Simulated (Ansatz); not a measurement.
ZnO:
```yaml
crystal:
  lattice:
    - [5.65744, 0.00000, 0.00000]
    - [0.00000, 5.65744, 0.00000]
    - [0.00000, 0.00000, 5.65744]
  atoms:
    - { symbol: Zn, position: [0.25000, 0.00000, 0.50000] }
    - { symbol: Zn, position: [0.75000, 0.00000, 0.50000] }
    - { symbol: Zn, position: [0.50000, 0.25000, 0.00000] }
    - { symbol: Zn, position: [0.50000, 0.75000, 0.00000] }
    - { symbol: Zn, position: [0.00000, 0.50000, 0.25000] }
    - { symbol: Zn, position: [0.00000, 0.50000, 0.75000] }
    - { symbol: O, position: [0.75000, 0.50000, 0.00000] }
    - { symbol: O, position: [0.25000, 0.50000, 0.00000] }
    - { symbol: O, position: [0.00000, 0.75000, 0.50000] }
    - { symbol: O, position: [0.00000, 0.25000, 0.50000] }
    - { symbol: O, position: [0.50000, 0.00000, 0.75000] }
    - { symbol: O, position: [0.50000, 0.00000, 0.25000] }
```

Relaxed with the program Ansatz at the PBE level (PAW). Indices refer to the conventional cell of Pm-3n, a = b = c = 5.657 Å, α = β = γ = 90.00°.

Question: Simulate the powder diffraction pattern (Cu Kα, λ = 1.54184 Å; lines above 1 %) up to 2θ = 90°.

Answer: Simulated powder pattern, Cu Kα, λ = 1.54184 Å (kinematic, ideal powder, no thermal factors, no anomalous dispersion; the 30 strongest lines at most, above 1 %, up to 2θ = 90°):

```
2θ (°)  d (Å)  I/Imax (%)          hkl
------  -----  ----------  -----------
22.22   4.000         100        (110)
31.63   2.829          20        (200)
35.48   2.530          90        (210)
39.00   2.310          44        (211)
45.34   2.000          14        (220)
51.05   1.789          19        (310)
56.33   1.633          41        (222)
58.85   1.569          22        (320)
61.31   1.512          21        (321)
66.06   1.414          18        (400)
70.64   1.333         9.6  (411)+(330)
75.09   1.265         5.2        (420)
77.28   1.235          19        (421)
79.46   1.206         4.4        (332)
83.76   1.155         3.8        (422)
88.03   1.110          10  (431)+(510)
```

The start of the workflow was typed in or built on a structure type; neither database checked (COD, Materials Project) lists it. It is not the phase usual at ambient conditions (space group No. 186). The PBE relaxation kept the symmetry of its start; its stability against distortions is not shown here.

Potentials: the earlier of the program's two PAW sets.
